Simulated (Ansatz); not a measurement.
Level of theory: DFT PBE, scalar-relativistic, plane waves, PAW in Ansatz. Each cell gets a short relaxation within its symmetry: 420 eV, a coarse mesh through Γ, smearing of 0.2 eV, at most 16 steps to 0.08 eV/Å and 0.8 GPa. No spin polarisation. Energies are free energies per atom, good to about 0.1 eV/atom between metallic cells, end volumes are rough, and groups of ends are read at 0.1 Å.

Two unrelaxed guesses for Si2B3:

Cell 1.

```yaml
crystal:
  lattice:
    - [4.40051, 0.00000, 0.00000]
    - [0.00000, 4.40051, 0.00000]
    - [0.00000, 0.00000, 5.30290]
  atoms:
    - { symbol: Si, position: [0.22269, 0.22269, 0.49131] }
    - { symbol: Si, position: [0.77731, 0.77731, 0.49131] }
    - { symbol: Si, position: [0.77731, 0.22269, 0.99131] }
    - { symbol: Si, position: [0.22269, 0.77731, 0.99131] }
    - { symbol: B, position: [0.62834, 0.62834, 0.73555] }
    - { symbol: B, position: [0.37166, 0.37166, 0.73555] }
    - { symbol: B, position: [0.37166, 0.62834, 0.23555] }
    - { symbol: B, position: [0.62834, 0.37166, 0.23555] }
    - { symbol: B, position: [0.00000, 0.00000, 0.56866] }
    - { symbol: B, position: [0.00000, 0.00000, 0.06866] }
```

Cell 2.

```yaml
crystal:
  lattice:
    - [2.21162, 1.27688, 3.19083]
    - [-2.21162, 1.27688, 3.19083]
    - [0.00000, -2.55376, 3.19083]
  atoms:
    - { symbol: Si, position: [0.00000, 0.00000, 0.00000] }
    - { symbol: Si, position: [0.50000, 0.50000, 0.50000] }
    - { symbol: B, position: [0.50000, 0.50000, 0.00000] }
    - { symbol: B, position: [0.00000, 0.50000, 0.50000] }
    - { symbol: B, position: [0.50000, 0.00000, 0.50000] }
```

Problem. Compare their energies before and after the relaxation.

Solution. As given, cell 2 is lower by 2.35 eV/atom. Relaxed, cell 1 is lower by 0.68 eV/atom, so the order turns round. Cell 1 goes from P4_2cm at 10.3 Å³/atom to P4_2cm at 11.1 Å³/atom and gains 3.11 eV/atom. Cell 2 goes from R-3m at 10.8 Å³/atom to R-3m at 10.8 Å³/atom and gains 0.08 eV/atom. The closest pair in cell 1 goes from Si–B at 1.45 Å to B–B at 1.65 Å. The closest pair in cell 2 goes from Si–B at 2.04 Å to Si–B and B–B at 2.07 Å. At the end: counting B atoms around Si (those within 1.25 times the shortest such distance or 1.15 times the sum of covalent radii), cell 1 has Si 4 and cell 2 has Si 6. Cell 1 holds B–B units of three or more atoms (shortest 1.65 Å); in cell 2 the shortest B–B distance is 2.07 Å, near bonding range too.
